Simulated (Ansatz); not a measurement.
Ta2O5:
```yaml
crystal:
  lattice:
    - [3.83932, 0.00000, 0.00000]
    - [0.00000, 3.85882, 0.00000]
    - [-1.91710, 0.00000, 6.50126]
  atoms:
    - { symbol: Ta, position: [0.64616, 0.00000, 0.79225] }
    - { symbol: Ta, position: [0.35384, 0.00000, 0.20775] }
    - { symbol: O, position: [0.64990, 0.50000, 0.79913] }
    - { symbol: O, position: [0.35010, 0.50000, 0.20087] }
    - { symbol: O, position: [0.18523, 0.00000, 0.87028] }
    - { symbol: O, position: [0.81477, 0.00000, 0.12972] }
    - { symbol: O, position: [0.50000, 0.00000, 0.50000] }
```

Relaxed with PBEsol. Independent-particle spectrum: no excitons, no local fields, no scissors shift; 0.1 eV broadening; ε₁ of the summed bands alone.

Problem. Tabulate the dielectric function from DFT-PBEsol in the program Ansatz with PAW potentials.

Solution. 

```tsv
E (eV)	ε₁ xx	ε₂ xx	ε₁ yy	ε₂ yy	ε₁ zz	ε₂ zz
0.0	4.67	0.00	6.68	0.00	4.74	0.00
0.5	4.69	0.00	6.75	0.00	4.76	0.00
1.0	4.77	0.00	6.95	0.00	4.83	0.00
1.5	4.90	0.00	7.35	0.00	4.96	0.00
2.0	5.12	0.00	8.08	0.00	5.17	0.00
2.5	5.49	0.00	9.57	0.00	5.50	0.00
3.0	6.48	0.09	15.24	0.65	6.14	0.00
3.5	6.40	1.33	6.32	11.82	7.27	1.36
4.0	6.75	2.60	4.35	8.53	6.81	1.82
4.5	6.36	2.85	3.67	7.15	7.38	3.00
5.0	8.37	5.83	1.21	8.83	9.90	5.12
5.5	3.52	4.20	2.99	7.44	1.96	7.03
6.0	4.41	4.80	-1.75	9.18	2.89	7.49
6.5	6.42	9.74	-4.31	3.13	0.48	3.88
7.0	-0.60	3.58	-0.98	0.47	0.79	2.75
7.5	1.75	3.05	0.82	0.49	1.91	1.59
8.0	1.56	2.46	2.10	0.67	3.14	2.35
8.5	2.59	3.70	3.01	1.68	3.43	2.95
9.0	1.78	3.40	3.66	2.98	4.00	4.21
9.5	-0.65	3.93	3.69	5.50	1.98	5.34
10.0	1.62	3.04	-0.08	5.78	-0.44	5.99
10.5	0.81	4.34	-0.87	3.59	0.07	3.78
11.0	-0.37	2.83	-0.64	2.65	-0.46	3.56
11.5	0.38	2.57	-0.56	2.18	-0.52	3.15
12.0	0.40	2.58	-0.38	1.67	-0.60	2.33
```

Problem. From ε at 3.8 eV (xx: 6.98 + 1.75i), find n, k, the normal reflectivity and the absorption coefficient.

Solution. n = 2.66, k = 0.329, R = 21 %, α = 2kE/ħc = 130000 cm⁻¹.

With all bands, ε∞ without local fields is 4.87 (xx), 6.86 (yy), 4.93 (zz). DFPT, with local fields, gives 4.72 (xx), 6.71 (yy), 4.75 (zz).

Space group Cmmm. The first step of the workflow began from a Materials Project structure, measured or hypothetical; the Crystallography Open Database copy checked does not list it. COD files the formula under space group No. 49, so this cell is another polymorph or a model. Whether it is the stable phase at ambient conditions was not checked. The cell was relaxed with PBEsol under the symmetry of its start; phonons on a q-mesh show weakly imaginary modes. No spin polarisation was allowed. Scalar-relativistic: spin–orbit coupling is off unless named, which matters more the heavier the elements.

Potentials: the earlier of the program's two PAW sets.
